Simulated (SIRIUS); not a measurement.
SIRIUS run on TePb (Fm-3m, 8 atoms in the cell; from Materials Project mp-19717, changed as shown): self-consistent single point.

Method: PBE, PseudoDojo 0.5 standard norm-conserving PBE (tails mended) pseudopotentials (plane waves; SIRIUS).

The change in words: lattice scaled by 1.02. Reference geometry (Fm-3m):
```
TePb
1.0
    6.54179     0.00000     0.00000
    0.00000     6.54179     0.00000
    0.00000     0.00000     6.54179
Te Pb
4 4
Direct
  0.00000   0.00000   0.00000
  0.00000   0.50000   0.50000
  0.50000   0.00000   0.50000
  0.50000   0.50000   0.00000
  0.50000   0.00000   0.00000
  0.50000   0.50000   0.50000
  0.00000   0.00000   0.50000
  0.00000   0.50000   0.00000
```

Reference input (self-consistent single point, DFT, PBE, plane waves, PseudoDojo 0.5 standard norm-conserving PBE (tails mended) pseudopotentials): parameters.ngridk = 4 4 4; parameters.xc_functionals = [XC_GGA_X_PBE, XC_GGA_C_PBE]; parameters.gk_cutoff = 9.072 1/bohr; parameters.pw_cutoff = 18.144 1/bohr; parameters.smearing = fermi_dirac; parameters.smearing_width = 0.00183747 Ha; potentials = PseudoDojo 0.5 standard norm-conserving PBE (tails mended) pseudopotentials; parameters.electronic_structure_method = pseudopotential; parameters.num_bands = 72; parameters.num_mag_dims = 0; parameters.num_dft_iter = 100; parameters.energy_tol = 1e-07 Ha. This run's input differs from it in these lines:

```diff
@@ -32,7 +32,7 @@
     "lattice_vectors": [
-      [1.0000000376, 0.0, 0.0],
-      [0.0, 1.0000000376, 0.0],
-      [0.0, 0.0, 1.0000000376]
+      [0.999999974, 0.0, 0.0],
+      [0.0, 0.999999974, 0.0],
+      [0.0, 0.0, 0.999999974]
     ],
-    "lattice_vectors_scale": 12.362191,
+    "lattice_vectors_scale": 12.609436,
     "atom_coordinate_units": "lattice",
```

Output, abridged:

```
[find] density tolerance         : 1e-06
[find] total energy tolerance    : 1e-07
[find] iter_solver_tol (initial) : 0.01
[find] iter_solver_tol (target)  : 1e-13
[find] num_dft_iter              : 100
Charges and magnetic moments
--------------------------------------------------------------------------------
total charge          : 120.000000
[find] | SCF iteration   0 out of 100|
[diagonalize] iterative solver tolerance (occupied, empty): 0.01 0.01
[diagonalize] average number of iterations: 1.9
[find] Charges and magnetic moments
[find] total charge          : 120.000000
[find] Energy
   [... lines left out ...]

[find] Charges and magnetic moments
[find] total charge          : 120.000000
[find] Energy
[find] smearing (-TS)                 :      -0.00000056
[find] Total energy                   :    -698.79836642 (Ha),   -1397.59673284 (Ry)
[find] Free energy (E-TS)             :    -698.79836698 (Ha),   -1397.59673396 (Ry)
[find] band gap (eV)                  :       0.90789172
[find] Efermi                         :       0.29371309
[find] iteration : 13, RMS (target) : 6.7195e-07 (1.0000e-06) , energy difference (target) : 3.7517e-11 (1.0000e-07)
[find] bands are converged : true
[find] iterative solver converged : true
[find] converged after 14 SCF iterations!
[find] Charges and magnetic moments
[find] total charge          : 120.000000
[find] Energy
[find] smearing (-TS)                 :      -0.00000056
[find] Total energy                   :    -698.79836642 (Ha),   -1397.59673284 (Ry)
[find] Free energy (E-TS)             :    -698.79836698 (Ha),   -1397.59673396 (Ry)
[find] band gap (eV)                  :       0.90789172
[find] Efermi                         :       0.29371309
[ground_state] === stress tensor components [kbar] ===
[ground_state] === stress_total ===
[ground_state]    17.037336   -0.000000    0.000000
[ground_state]    -0.000000   17.037336   -0.000000
[ground_state]     0.000000   -0.000000   17.037336
[ground_state] ==== total Forces in Ha/bohr =====
[ground_state] atom:    0, force:       0.0000000      0.0000000      0.0000000
   [... zero for the other atoms too ...]
```

The run converged in 14 iterations. SIRIUS prints the stress tensor with tension positive. Against the reference run the free energy rises by 9.4 meV/atom, the pressure goes from 0.39 to -1.70 GPa and the gap on the mesh goes from 0.809 to 0.908 eV.

Spin-orbit coupling is left out, which matters for bands and gaps with elements this heavy. The structure comes from a collection of computed structures, made at another level of theory; the collection holds predicted forms beside known ones.

Cost on one core: around 5 core-minutes (rough).

The gap that the log prints is read on the run's mesh, which can miss the band edges or a crossing.

“Tails mended”: in these copies of the files the far tail of each local potential was reset to the Coulomb form.
